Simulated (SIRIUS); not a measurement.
A self-consistent single point of WC (Pm, 2 atoms in the cell; from Materials Project mp-1894, changed as shown) with SIRIUS.

All values come from this method and carry its errors: PBE, GBRV PBE ultrasoft pseudopotentials (plane waves; SIRIUS 7.12.0).

The change in words: lattice vector b scaled by 1.01. Reference geometry (P-6m2):
```
WC
1.0
    2.91659     0.00000     0.00000
   -1.45829     2.52584     0.00000
    0.00000     0.00000     2.83944
W C
1 1
Direct
  0.00000   0.00000   0.00000
  0.66667   0.33333   0.50000
```

Reference input (self-consistent single point, DFT, PBE, plane waves, GBRV PBE ultrasoft pseudopotentials): parameters.ngridk = 14 14 12; parameters.xc_functionals = [XC_GGA_X_PBE, XC_GGA_C_PBE]; parameters.gk_cutoff = 6.325 1/bohr; parameters.pw_cutoff = 14.143 1/bohr; parameters.smearing = gaussian; parameters.smearing_width = 0.00367493 Ha; potentials = GBRV PBE ultrasoft pseudopotentials; parameters.electronic_structure_method = pseudopotential; parameters.num_bands = 13; parameters.num_mag_dims = 0; parameters.num_dft_iter = 100; parameters.energy_tol = 1e-07 Ha. This run's input differs from it in these lines:

```diff
@@ -33,3 +33,3 @@
       [5.5115563178, 0.0, 0.0],
-      [-2.7557781589, 4.7731477244, 0.0],
+      [-2.783336035, 4.8208784268, 0.0],
       [0.0, 0.0, 5.3657639473]
@@ -47,3 +47,3 @@
       "C": [
-        [2.7557809147, 1.5910476504, 2.6828819737]
+        [2.7465949652, 1.6069578686, 2.6828819737]
       ]
```

Output (repeated stretches shortened):

```
[find] density tolerance         : 1e-06
[find] total energy tolerance    : 1e-07
[find] iter_solver_tol (initial) : 0.01
[find] iter_solver_tol (target)  : 1e-13
[find] num_dft_iter              : 100
Charges and magnetic moments
--------------------------------------------------------------------------------
total charge          : 18.000000
[find] | SCF iteration   0 out of 100|
[diagonalize] iterative solver tolerance (occupied, empty): 0.01 0.01
[diagonalize] average number of iterations: 1.99714
[find] Charges and magnetic moments
[find] total charge          : 18.000000
[find] Energy
   [... lines left out ...]

[find] Charges and magnetic moments
[find] total charge          : 18.000000
[find] Energy
[find] smearing (-TS)                 :      -0.00006109
[find] Total energy                   :     -85.32386862 (Ha),    -170.64773723 (Ry)
[find] Free energy (E-TS)             :     -85.32392971 (Ha),    -170.64785942 (Ry)
[find] band gap (eV)                  :       0.00000000
[find] Efermi                         :       0.74254459
[find] iteration : 11, RMS (target) : 5.4111e-07 (1.0000e-06) , energy difference (target) : 1.8535e-10 (1.0000e-07)
[find] bands are converged : true
[find] iterative solver converged : true
[find] converged after 12 SCF iterations!
[find] Charges and magnetic moments
[find] total charge          : 18.000000
[find] Energy
[find] smearing (-TS)                 :      -0.00006109
[find] Total energy                   :     -85.32386862 (Ha),    -170.64773723 (Ry)
[find] Free energy (E-TS)             :     -85.32392971 (Ha),    -170.64785942 (Ry)
[find] band gap (eV)                  :       0.00000000
[find] Efermi                         :       0.74254459
[ground_state] === stress tensor components [kbar] ===
[ground_state] === stress_total ===
[ground_state]    22.704066  -12.527659    0.000000
[ground_state]   -12.527659   69.227786    0.000000
[ground_state]     0.000000    0.000000    2.712078
[ground_state] ==== total Forces in Ha/bohr =====
[ground_state] atom:    0, force:      -0.0006122     -0.0009842      0.0000000
[ground_state] atom:    1, force:       0.0006122      0.0009842      0.0000000
```

The run converged in 12 iterations. SIRIUS prints the stress tensor with tension positive. Against the reference run the free energy hardly moves (within 1 meV/atom), the pressure goes from 0.50 to -3.15 GPa and the largest force goes from 0.000 to 0.060 eV/Å.

The structure comes from a collection of computed structures, made at another level of theory; the collection holds predicted forms beside known ones.

Cost on one core: very roughly 50 core-seconds.

The gap that the log prints is read on the run's mesh, which can miss the band edges or a crossing.
